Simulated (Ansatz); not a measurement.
Relaxed-ion elastic tensor of Ga2O3 in space group R-3m (No. 166; Ga on 6c, O on 3a, O on 6c) in GPa (Voigt order), r²SCAN+D4 in the plane-wave PAW code Ansatz; density 5.87 g/cm³, 10.61 Å³ per atom.

```
  245    272   17.2    2.4    0.0    0.0
  272    245   17.2   -2.4    0.0    0.0
 17.2   17.2   57.1    0.0    0.0    0.0
  2.4   -2.4    0.0    9.6    0.0    0.0
  0.0    0.0    0.0    0.0    9.6    2.4
  0.0    0.0    0.0    0.0    2.4  -13.5
```

Is the crystal mechanically stable?

No: the smallest eigenvalue of C is -27.2 GPa.

The cell is a constructed one: a structure type filled with these elements; neither database checked (COD, Materials Project) lists it. It is not the phase usual at ambient conditions (space group No. 12, 167). The cell was relaxed with r²SCAN+D4 under the symmetry of its start. At this level the phase is mechanically unstable.

Potentials: the earlier of the program's two PAW sets.
